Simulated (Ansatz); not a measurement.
La5Mg: frames of a relaxation, V_Mg, charge +0, atoms relaxed at the host's cell

Level of theory: PBEsol, no spin polarisation, scalar-relativistic; Ansatz, plane waves to 420 eV (PAW set soft_2), k-mesh 3×3×3.

Positions in Å and forces in eV/Å; free energies count from the last frame.

```
24
Lattice="7.242 -3.621 0.000 -3.621 -7.242 0.000 -1.811 5.432 -12.263" Properties=species:S:1:pos:R:3:forces:R:3 pbc="T T T" step=1 dE=0.269eV
La    5.432   -5.432   -2.290    0.073   -0.020   -0.016
La    1.896   -1.780   -2.322   -0.100   -0.020    0.099
La    1.852   -9.061   -2.344   -0.141    0.159    0.026
La   -1.801   -5.499   -2.192    0.235    0.068   -0.215
La    1.903   -5.370   -2.372   -0.305   -0.136    0.160
La    0.000   -7.242   -4.876    0.038    0.041    0.124
La    3.621   -7.242   -4.876    0.013    0.023    0.109
La    0.000   -3.621   -4.876   -0.016   -0.038    0.180
La    3.621   -3.621   -4.876    0.074    0.040    0.072
La    0.000    0.000   -4.876    0.054   -0.061    0.132
La   -1.811   -1.811   -7.387    0.005    0.010   -0.129
La    1.811   -1.811   -7.387   -0.011    0.039   -0.128
La   -1.811    1.811   -7.387   -0.037   -0.040   -0.142
La    1.811    1.811   -7.387    0.076    0.065   -0.140
La    1.811   -5.432   -7.387    0.040   -0.026   -0.088
La    3.621    0.000   -9.973   -0.033    0.052   -0.020
La   -0.040    3.646   -9.906    0.149    0.045   -0.150
La    0.036   -3.606   -9.950   -0.094    0.035   -0.143
La   -3.580   -0.035   -9.980   -0.066   -0.075    0.045
La    0.033    0.045   -9.972   -0.095   -0.188   -0.009
Mg    1.873   -1.835  -12.304    0.037    0.073    0.123
Mg   -1.811    1.803  -12.167    0.119    0.252   -0.359
Mg    1.755    1.823  -12.279    0.174   -0.113    0.083
Mg   -0.018    0.044   -0.103   -0.190   -0.183    0.388
```

```
24
Lattice="7.242 -3.621 0.000 -3.621 -7.242 0.000 -1.811 5.432 -12.263" Properties=species:S:1:pos:R:3:forces:R:3 pbc="T T T" step=2 dE=0.057eV
La    5.432   -5.421   -2.288    0.033   -0.010   -0.034
La    1.874   -1.778   -2.258   -0.009    0.005    0.051
La    1.812   -9.014   -2.282   -0.024    0.045    0.073
La   -1.775   -5.490   -2.216    0.034    0.002   -0.024
La    1.814   -5.422   -2.287   -0.070   -0.050    0.077
La    0.013   -7.236   -4.849    0.005    0.003   -0.008
La    3.620   -7.232   -4.839   -0.003    0.007    0.044
La    0.009   -3.631   -4.824   -0.030   -0.024    0.052
La    3.634   -3.606   -4.832    0.035    0.031    0.011
La    0.021   -0.007   -4.834    0.033   -0.016    0.036
La   -1.805   -1.810   -7.421    0.004    0.007    0.012
La    1.804   -1.801   -7.429   -0.018    0.024   -0.044
La   -1.804    1.799   -7.442   -0.028   -0.029   -0.026
La    1.835    1.832   -7.441    0.013    0.022   -0.036
La    1.836   -5.437   -7.427    0.015   -0.014   -0.028
La    3.621    0.000   -9.978    0.010   -0.013    0.034
La    0.020    3.647   -9.989    0.058    0.006   -0.070
La    0.005   -3.589  -10.010   -0.037    0.049   -0.044
La   -3.591   -0.043  -10.000    0.015   -0.002   -0.042
La   -0.017   -0.009  -10.021   -0.046   -0.046   -0.034
Mg    1.907   -1.829  -12.272    0.028    0.059    0.011
Mg   -1.784    1.885  -12.266   -0.034    0.084   -0.012
Mg    1.797    1.756  -12.260    0.073   -0.063   -0.007
Mg   -0.075    0.021   -0.002   -0.059   -0.075    0.008
```

```
24
Lattice="7.242 -3.621 0.000 -3.621 -7.242 0.000 -1.811 5.432 -12.263" Properties=species:S:1:pos:R:3:forces:R:3 pbc="T T T" step=4 dE=0.000eV
La    5.444   -5.428   -2.381    0.000    0.001   -0.004
La    1.903   -1.780   -2.181   -0.008   -0.008    0.010
La    1.796   -8.966   -2.179    0.006   -0.011    0.010
La   -1.771   -5.512   -2.177   -0.006    0.011    0.007
La    1.741   -5.452   -2.181    0.011    0.004    0.010
La    0.013   -7.238   -4.912    0.000   -0.001   -0.015
La    3.597   -7.249   -4.792   -0.001    0.006   -0.006
La    0.022   -3.654   -4.792   -0.009    0.000   -0.007
La    3.621   -3.583   -4.793    0.010    0.004   -0.007
La    0.049    0.015   -4.792    0.001   -0.007   -0.007
La   -1.800   -1.807   -7.356    0.002    0.000    0.016
La    1.785   -1.817   -7.474    0.000    0.007    0.007
La   -1.787    1.778   -7.477   -0.009   -0.001    0.009
La    1.812    1.852   -7.475    0.007    0.001    0.007
La    1.859   -5.417   -7.474   -0.001   -0.009    0.005
La    3.632    0.004   -9.886    0.002    0.000    0.005
La    0.093    3.652  -10.088   -0.008   -0.008   -0.010
La   -0.013   -3.538  -10.087    0.005   -0.006   -0.008
La   -3.583   -0.076  -10.086   -0.008    0.009   -0.011
La   -0.069   -0.024  -10.088    0.007    0.008   -0.011
Mg    1.980   -1.750  -12.266   -0.014    0.012    0.001
Mg   -1.856    1.972  -12.265   -0.010   -0.014    0.001
Mg    1.879    1.658  -12.264    0.011    0.012   -0.002
Mg   -0.145   -0.054   -0.002    0.013   -0.011   -0.001
```
